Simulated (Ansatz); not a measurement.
# Computed properties of Ge2BP

Ge₂BP:
```cif
data_BGe2P
_chemical_formula_sum 'B1 P1 Ge2'
_space_group_name_H-M_alt 'P 1'
_space_group_IT_number 1
_cell_length_a 6.41175
_cell_length_b 6.41175
_cell_length_c 6.41175
_cell_angle_alpha 32.842
_cell_angle_beta 32.842
_cell_angle_gamma 32.842
loop_
_space_group_symop_operation_xyz
  'x, y, z'
loop_
_atom_site_label
_atom_site_type_symbol
_atom_site_fract_x
_atom_site_fract_y
_atom_site_fract_z
_atom_site_occupancy
B1 B 0.99992 0.99992 0.99992 1
P1 P 0.89244 0.89244 0.89244 1
Ge1 Ge 0.49808 0.49808 0.49808 1
Ge2 Ge 0.35952 0.35952 0.35952 1
```

Space group R3m (No. 160); conventional cell a = b = 3.6251 Å, c = 18.1816 Å, α = β = 90.00°, γ = 120.00°.

Method: PBE (plane waves, PAW; program Ansatz). Structure relaxed to zero pressure with the same functional. Other levels are named where they apply.

Cell and energy:

| Quantity | Result |
|---|---|
| Volume per atom | 17.24 Å³ |
| Density | 4.50 g/cm³ |
| Formation energy from the elements (no fitted shifts) | 0.077 eV/atom |

Electronic structure:

| Item | Result |
|---|---|
| Electronic character | metallic (no gap) |
| Density of states at the Fermi level | 0.08 states/eV per atom (mean over ±0.08 eV) |

Mechanics:

| Quantity | Value |
|---|---|
| Bulk modulus (Birch–Murnaghan fit) | 89.6 GPa |
| Pressure derivative B′ | 4.6 |

The start of the workflow was typed in or built on a structure type; neither database checked (COD, Materials Project) lists it. Its standing as an ambient phase is unchecked. The PBE relaxation kept the symmetry of its start; its stability against distortions is not shown here. The volume moved by 18 % from the start of the relaxation. The references are the lowest solids computed at this level, not always the standard phases. Spin–orbit coupling is left out wherever it is not named.

Potentials: the earlier of the program's two PAW sets.
